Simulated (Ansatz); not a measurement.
**Trial structure types under relaxation**

Computed with DFT r2SCAN, scalar-relativistic, plane waves, PAW in Ansatz. Settings: cutoff 500 eV, Γ-centred meshes no coarser than 0.19 Å⁻¹ for metals and 0.3 Å⁻¹ for insulators (2π included), Gaussian smearing.

Each formula is placed on the named type at a guessed volume, then cell and atoms relax at zero pressure without lowering the symmetry. Keeping the type says nothing about stability against other structures or lower symmetry. Neighbours of an atom are counted within 25 % of the shortest distance of their pair. The atoms listed around a site end at a clear gap in distance instead, so their number can differ.

Spin–orbit coupling is left out.

(1) Does Ir keep the lonsdaleite type (P6_3/mmc, No. 194)?

(2) Does Ir keep the graphite type (P6_3/mmc, No. 194)?

(3) Does Ir keep the alpha-gallium type (Cmce, No. 64)?

(4) Does Ir keep the samarium (9R) type (R-3m, No. 166)?

## Answers

(1) Yes: a = 3.936 Å, c = 6.319 Å. Around Ir lie 4 Ir at 2.40 Å.

(2) No. It keeps the space group, but the neighbours change from Ir 3 Ir to Ir 4 Ir, with a = 4.238 Å, c = 4.859 Å. Around Ir on Wyckoff site b (2 atoms of the primitive cell) lie 5 Ir at 2.43–2.45 Å; around Ir on Wyckoff site d (2 atoms of the primitive cell) lie 3 Ir at 2.45 Å.

(3) No, it ends in I4/mmm (No. 139) with a = 2.719 Å, c = 8.508 Å. Around Ir lie 1 Ir at 2.45 Å and 8 Ir at 2.64–2.72 Å.

(4) Yes: a = 2.721 Å, c = 19.992 Å. Around Ir on Wyckoff site a (1 atom of the primitive cell) lie 12 Ir at 2.71–2.72 Å; Ir on Wyckoff site c (2 atoms of the primitive cell) is coordinated by 12 Ir at 2.71–2.75 Å.